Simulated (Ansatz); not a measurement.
**Course of a relaxation: AlIn₂As₂P**

The cell of AlIn₂As₂P is invented: random cell by space group and Wyckoff sites (P6/mmm, No. 191). Its size is a rough estimate.

```cif
data_structure
_symmetry_space_group_name_H-M 'P 1'
_symmetry_Int_Tables_number 1
_cell_length_a 4.1070
_cell_length_b 4.1070
_cell_length_c 9.9123
_cell_angle_alpha 90.000
_cell_angle_beta 90.000
_cell_angle_gamma 120.000
_cell_volume 144.80
loop_
_atom_site_label
_atom_site_type_symbol
_atom_site_fract_x
_atom_site_fract_y
_atom_site_fract_z
_atom_site_occupancy
Al1 Al 0.00000 0.00000 0.50000 1
In1 In 0.33333 0.66667 0.50000 1
In2 In 0.66667 0.33333 0.50000 1
P1 P 0.00000 0.00000 0.00000 1
As1 As 0.00000 0.00000 0.23207 1
As2 As 0.00000 0.00000 0.76793 1
```

Level of theory: DFT PBE, scalar-relativistic, plane waves, PAW in Ansatz. Cutoff 420 eV, Gaussian smearing, Γ-centred meshes. Cell and atoms relax first on a coarse mesh and then on a finer one. In between, the cell is made exact in the group found at 0.06 Å. In metals the finer mesh still leaves noise of several meV/atom or more. The steps can't lower the symmetry of their start. No spin polarisation.

Steps on the 6×6×2 mesh (6 atoms, 11 steps). The free energy counts from the last step; some steps are skipped; the plane-wave basis is renewed at times, which shifts energy and pressure.

| step | ΔF (meV/atom) | V (Å³/atom) | P (GPa) | largest force component (eV/Å) |
| --- | --- | --- | --- | --- |
| 1 | 1243.0 | 24.13 | 28.15 | 0.795 |
| 2 | 689.8 | 26.32 | 16.30 | 0.551 |
| 3 | 350.5 | 28.37 | 9.48 | 0.154 |
| 4 | 164.8 | 30.61 | 5.12 | 0.095 |
| 5 | 79.9 | 33.06 | 1.53 | 0.047 |
| 7 | 28.7 | 34.16 | 1.95 | 0.021 |
| 8 | 7.5 | 35.95 | 0.84 | 0.038 |
| 9 | 1.1 | 38.34 | -0.20 | 0.046 |
| 10 | 0.7 | 37.88 | 0.02 | 0.010 |
| 11 | 0.0 | 37.88 | 0.02 | 0.010 |

The relaxed structure, after a last relaxation on the converged mesh:

```yaml
crystal:
  lattice:
    - [5.27365, 0.00000, 0.00000]
    - [-2.63683, 4.56712, 0.00000]
    - [0.00000, 0.00000, 9.36608]
  atoms:
    - { symbol: Al, position: [0.00000, 0.00000, 0.50000] }
    - { symbol: In, position: [0.33333, 0.66667, 0.50000] }
    - { symbol: In, position: [0.66667, 0.33333, 0.50000] }
    - { symbol: P, position: [0.00000, 0.00000, 0.00000] }
    - { symbol: As, position: [0.00000, 0.00000, 0.23242] }
    - { symbol: As, position: [0.00000, 0.00000, 0.76758] }
```

The symmetry stays P6/mmm (No. 191). The volume per atom grows by 55.8 %, from 24.1 to 37.6 Å³. The shortest distance goes from 2.30 Å (As–P) to 2.18 Å (As–P). The ratio c/a of the conventional cell changes by a factor of 0.74. The energy falls by about 1.3 eV/atom (the start's value is from the coarse mesh). Al is surrounded by 2 As at 2.51 Å and 6 In at 3.04 Å; In has 3 Al at 3.04 Å, 3 In at 3.04 Å and 6 As at 3.94 Å; P has 2 As at 2.18 Å; around As lie 1 P at 2.18 Å, 1 Al at 2.51 Å and 6 In at 3.94 Å.

* Volume per atom: 37.60 Å³
* Density: 3.22 g/cm³
* Formation energy: +0.59 eV/atom
* Gap on the 12×12×4 mesh of the 6-atom cell: 0 eV (a metal)

The zero of energy is the elements' standard structures at the same level; no fitted shifts are applied. The references include black phosphorus.

The last run used Gaussian smearing of 0.10 eV. The reference forms of As and P are held partly by dispersion forces, which this level lacks. Symmetry constrained the relaxation, so the result can be a saddle point. In all, the 3 runs took 3.9 min on 1 thread of Intel(R) Xeon(R) Platinum 8259CL CPU @ 2.50GHz (Skylake/Cascade Lake), on a shared host. Another cell of AlIn2As2P relaxed alike, in P4/mmm, lies 0.34 eV/atom lower, so this cell isn't the stable form at this level.
